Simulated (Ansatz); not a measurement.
## Ba₃TaGa₃Si₂SO₁₃: ¹³⁵Ba nuclear quadrupole resonance

Cell: a structure deposited in the COD, relaxed with PBE at fixed cell and then changed (atom 10 (O) replaced by S, ions relaxed).

```cif
data_Ba3TaGa3Si2SO13
_symmetry_space_group_name_H-M 'P3'
_symmetry_Int_Tables_number 143
_cell_length_a 8.5150
_cell_length_b 8.5150
_cell_length_c 5.1920
_cell_angle_alpha 90.000
_cell_angle_beta 90.000
_cell_angle_gamma 120.000
loop_
_atom_site_label
_atom_site_type_symbol
_atom_site_symmetry_multiplicity
_atom_site_Wyckoff_symbol
_atom_site_fract_x
_atom_site_fract_y
_atom_site_fract_z
Ba Ba 3 d 0.4328 0.0234 0.0179
Ta Ta 1 a 0.0000 0.0000 0.0017
Ga Ga 3 d 0.7387 0.9912 0.5046
Si8 Si 1 b 0.3333 0.6667 0.4282
Si9 Si 1 c 0.6667 0.3333 0.5316
S S 1 b 0.3333 0.6667 0.8161
O11 O 1 c 0.6667 0.3333 0.2237
O12 O 3 d 0.4753 0.3065 0.6536
O15 O 3 d 0.2912 0.4677 0.3190
O18 O 3 d 0.2164 0.1100 0.2313
O21 O 3 d 0.0970 0.2166 0.7732
```

One atom of each set is listed.

All values are calculated (Ansatz; DFT, PBE, plane waves and PAW, scalar-relativistic, 420 eV cutoff, Γ-centred 3×3×4 k-points, Fermi–Dirac smearing 0.02 eV), not measured.

¹³⁵Ba: I = 3/2, Q = 153.0 mb (year-2017 value). Static lattice, zero field.

(1) Predict the zero-field ¹³⁵Ba lines of each site.

(2) And for Ba-137 (I = 3/2, Q = 236.0 mb) on Ba?

Results:

(1) For I = 3/2 there is one line, ν = (|C_Q|/2)(1 + η²/3)^½.

```
site  atoms  V_zz (10²¹ V/m²)  C_Q (MHz)     η  line frequencies (MHz)
  Ba      3             11.11       41.1  0.79                    22.6
```

(2) C_Q scales with Q to 63.4 MHz, with lines at 34.9 MHz.

The substituted crystal keeps its parent's cell, where the PBE pressure is 8 GPa, so with PBE the cell would grow if it were relaxed. Without spin–orbit coupling (the program notes it for Ba) the gradients are little affected as a rule: paired runs on crystals with a gap mostly move them by under 2 % at such atoms.

The relaxation (10 steps) took 6.1 min of wall time (12 min of CPU time) and 1.1 GiB at its peak, on 2 threads of Intel Xeon Processor @ 2.50GHz (Skylake/Cascade Lake) (x86_64; 62 cores open to the job, memory cap 5.0 GiB, no GPU), a shared host with a load of 0.8 a core.
